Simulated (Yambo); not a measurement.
CdClOH (space group P6_3mc, No. 186), G0W0@LDA in Yambo with this input:

```
rim_cut
gw0
dyson
el_el_corr
HF_and_locXC
ppa
em1d
RandQpts= 1000000
RandGvec= 1 Ry
EXXRLvcs= 102 Ry
VXCRLvcs= 408 Ry
Chimod= "HARTREE"
% BndsRnXp
 9 | 192 |
%
NGsBlkXp= 7 Ry
% LongDrXp
 1.0 | 1.0 | 1.0 |
%
PPAPntXp= 27.2114 eV
% GbndRnge
 1 | 192 |
%
GTermKind= "BG"
DysSolver= "n"
ExtendOut
```

On a 3×3×1 mesh, with wavefunctions cut at 102 Ry, the gap (Γ → Γ) is 4.334 eV and the valence edge shifts by -1.151 eV.

Task: What happens with this change: 3 Ry block?

Result: The gap falls by 0.155 eV, to 4.179 eV; the shift of the valence edge becomes -1.030 eV. Neither run is shown to be the converged limit.

Spin-orbit coupling is not included.

Geometry of the Materials Project entry, not relaxed at this level; primitive cell a = 3.735 Å, b = 3.735 Å, c = 10.420 Å, α = 90.00°, β = 90.00°, γ = 120.00°.

A shift is the quasiparticle energy of the state minus its LDA energy.

The distance between layers or molecules is the database entry's, not relaxed here. Functionals without dispersion can leave it too large, which widens gaps and weakens the response across layers: the numbers belong to this cell.
